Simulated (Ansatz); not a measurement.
Si$_{3}$Mo$_{5}$ in space group P6_3/mcm (No. 193; Si on 6g, Mo on 4d, Mo on 6g), plane-wave PAW r²SCAN (Ansatz code), all energies at zero smearing, with the estimated change up to a 700 eV cutoff added, with one set of potentials and settings (totals compare only within such a set). Cell of 16 atoms (6 Si, 10 Mo): -53515.191 eV.

| element | reference phase | E (eV/atom) |
|---|---|---|
| Si | Fd-3m, 2 atoms in the cell | -639.0667 |
| Mo | Im-3m, 1 atoms in the cell | -4967.5975 |

Formation energy per atom, worked out: (-53515.191 − 6×(-639.0667) − 10×(-4967.5975))/16 = -0.301 eV/atom (-29 kJ per mol of atoms), at 0 K, without zero-point energy or fitted corrections.

The workflow started from a Materials Project entry (that database holds measured and hypothetical structures alike); the Crystallography Open Database copy checked does not list it. COD files the formula under space group No. 140. Its standing as an ambient phase is unchecked. Symmetry was held in the r²SCAN relaxation; whether a distortion lowers the energy is not shown. No spin polarisation was allowed. The references are the lowest solids computed at this level, not always the standard phases.

Potentials: the later of the program's two PAW sets.
